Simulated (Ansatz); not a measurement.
# How far is PAW off for Sn$_{2}$Ir?

```
Sn Ir
1.0
     0.03169    3.18485    3.18485
     3.18485    0.03169    3.18485
     3.18485    3.18485    0.03169
Sn Ir
2 1
Direct
  0.25000 0.25000 0.25000
  0.75000 0.75000 0.75000
  0.00000 0.00000 0.00000
```

Atom numbers follow the list: Sn1, Sn2, Ir3.

The conventional cell has a = 4.459 Å, b = 4.459 Å, c = 11.088 Å, α = 90.00°, β = 90.00°, γ = 120.00°. Sn (atom 1) has 4 Ir at 2.74 to 2.77 Å as nearest neighbours. Around Ir (atom 3) lie 8 Sn at 2.74 to 2.77 Å.

The cell is COD entry 9009019, as deposited and not checked against the literature; nothing was relaxed. The listed cell was then made from it by scaling, straining or moving an atom.

Spin polarisation is left out, and whether a magnetic state lies lower isn't shown here.

Spin–orbit coupling is left out, though it moves levels of the heavy atoms by tenths of an eV or more.

Levels of theory: DFT, LDA, PAW with Ansatz's default frozen-core files, scalar-relativistic (Ansatz 0.2.0); DFT, LDA, all-electron PAW with datasets made for the crystal, scalar-relativistic (Ansatz 0.2.0); DFT, LDA, all-electron LAPW, scalar-relativistic (Ansatz 0.2.0).

For PAW: a Γ-centred 10×10×10 k mesh, Fermi–Dirac smearing of 0.03 eV, cutoff 420 eV, no spin polarisation; the PAW files were made with PBE, and the program remakes their frozen cores for this functional. The crystal-made all-electron datasets (AE datasets) take a cutoff of 260 eV at this cell. LAPW targets a basis error of 1 meV/atom. The Ansatz runs share mesh, smearing and spin set-up. Plane-wave (PAW) pressures include the program's estimate of the Pulay term.

Stress and pressure are positive in compression.

The change that made this cell: equal xy, yz and zx engineering shear strains of +1 %.

No spin–orbit coupling: at heavy atoms the gradients can be off by tens of per cent for that reason.

In a metal, gradients converge slowly with the k mesh: the values move by tens of per cent from one mesh to another, at times in sign, so only the comparison on one mesh counts.

```tsv
quantity	PAW	AE datasets	LAPW
pressure (GPa)	-2.11	-2.11	-2.11
stress yz (GPa)	-0.47	-0.47	-0.47
stress xz (GPa)	-0.47	-0.47	-0.47
stress xy (GPa)	-0.47	-0.47	-0.47
force on Sn1, x (eV/Å)	-0.067	-0.067	-0.067
largest principal field gradient Vzz at Sn1 (10²¹ V/m²)	1.22	1.22	–
largest principal field gradient Vzz at Ir3 (10²¹ V/m²)	0.62	0.60	–
```

PAW's pressure differs from the LAPW value by about 0.01 GPa or less. Datasets made for the crystal and LAPW share parts of one code, so their agreement isn't an independent check.
